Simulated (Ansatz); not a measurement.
TiB₂:
```yaml
crystal:
  lattice:
    - [2.95233, 0.00000, 0.00000]
    - [0.00000, 2.95233, 0.00000]
    - [0.00000, 0.00000, 3.48202]
  atoms:
    - { symbol: B, position: [0.50000, 0.00000, 0.00000] }
    - { symbol: B, position: [0.00000, 0.50000, 0.00000] }
    - { symbol: Ti, position: [0.00000, 0.00000, 0.50000] }
```

Relaxed with PBE. Special points in fractions of this cell's reciprocal vectors: Γ (0.000, 0.000, 0.000); X (0.000, 0.500, 0.000); M (0.500, 0.500, 0.000); Z (0.000, 0.000, 0.500); R (0.000, 0.500, 0.500); A (0.500, 0.500, 0.500).

**Question.** List the band energies nearest the Fermi level at these points for DFT-PBE in the program Ansatz with PAW potentials.

**Answer.** In eV from the Fermi level; about four levels below and three above (degenerate sets whole), none deeper than 8.9 eV; points with the same levels are listed once.

| k | below | above |
|---|---|---|
| Γ | -1.16 -1.07 -0.15 -0.15 | 2.39 2.39 3.54 |
| X | -8.53 -7.64 -2.27 -0.57 | 1.20 2.17 2.63 |
| M | -3.81 -3.81 -1.54 -1.54 | 2.41 4.09 5.38 |
| Z | -5.56 -1.94 -1.94 -1.35 | 1.56 3.61 4.78 |
| R | -6.84 -2.58 -1.42 -0.12 | 2.17 2.36 3.65 |
| A | -5.10 -5.10 -4.33 -4.13 -0.77 | 0.73 0.73 2.92 |

Space group P4/mmm. The cell is a constructed one: a structure type filled with these elements; neither database checked (COD, Materials Project) lists it. It is not the phase usual at ambient conditions (space group No. 191). Symmetry was held in the PBE relaxation; whether a distortion lowers the energy is not shown. No spin polarisation was allowed.

Potentials: the later of the program's two PAW sets.
